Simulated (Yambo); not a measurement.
G0W0@PBEsol for KZnF3 (cubic perovskite, space group Pm-3m, No. 221) in Yambo. Reference settings: 4×4×4 Γ-centred k mesh, bands 5 to 134 and a 8 Ry block in the screening, 134 bands in G with the Bruneval-Gonze terminator, plasmon pole fitted at 27.2 eV. The PBEsol gap R → Γ on this mesh is 3.84 eV; G0W0 gaps are taken between the same points.

With and without the terminator, as bands are cut:

```csv
bands in G (in W),"gap, terminator (eV)","gap, none (eV)","valence shift, terminator (eV)","valence shift, none (eV)"
57 (134),7.577,7.368,-2.357,-1.751
90 (134),7.521,7.322,-2.331,-1.928
134 (134),7.489,7.331,-2.304,-2.040
```

Over this range the gap spans 0.088 eV with the terminator and 0.046 eV without, the valence shift 0.053 eV and 0.289 eV. Neither column has reached its limit for certain.

Geometry of the Materials Project entry, not relaxed at this level; primitive cell a = 4.047 Å, b = 4.047 Å, c = 4.047 Å, α = 90.00°, β = 90.00°, γ = 90.00°.

A shift is the quasiparticle energy of the state minus its PBEsol energy.
